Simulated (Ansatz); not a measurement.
ZrN:
```cif
data_NZr
_chemical_formula_sum 'Zr1 N1'
_space_group_name_H-M_alt 'P 1'
_space_group_IT_number 1
_cell_length_a 3.21922
_cell_length_b 3.21922
_cell_length_c 3.21922
_cell_angle_alpha 60.000
_cell_angle_beta 60.000
_cell_angle_gamma 60.000
loop_
_space_group_symop_operation_xyz
  'x, y, z'
loop_
_atom_site_label
_atom_site_type_symbol
_atom_site_fract_x
_atom_site_fract_y
_atom_site_fract_z
_atom_site_occupancy
Zr1 Zr 0.50000 0.50000 0.50000 1
N1 N 0.00000 0.00000 0.00000 1
```

Relaxed with PBEsol.

### Question
Decompose the optical modes at the zone centre into irreducible representations, and say which are infrared and Raman allowed.

### Answer
Point group m-3m: Γ_opt = T1u. Infrared: T1u. Raman: none.

### Question
Assign frequencies (DFPT, PBEsol in the plane-wave PAW code Ansatz).

### Answer
T1u 499 cm⁻¹.

Space group Fm-3m (rock salt). The PBEsol relaxation kept the symmetry of its start; of distortions, only those at the zone centre were tested. The run is not spin-polarised. With an odd number of electrons in the cell and no spin polarisation, the count alone makes it a metal. As this level gives no gap, phonon frequencies hold no LO–TO term and depend on the k-mesh and smearing (Fermi–Dirac, 0.1 eV here).

Potentials: the earlier of the program's two PAW sets.
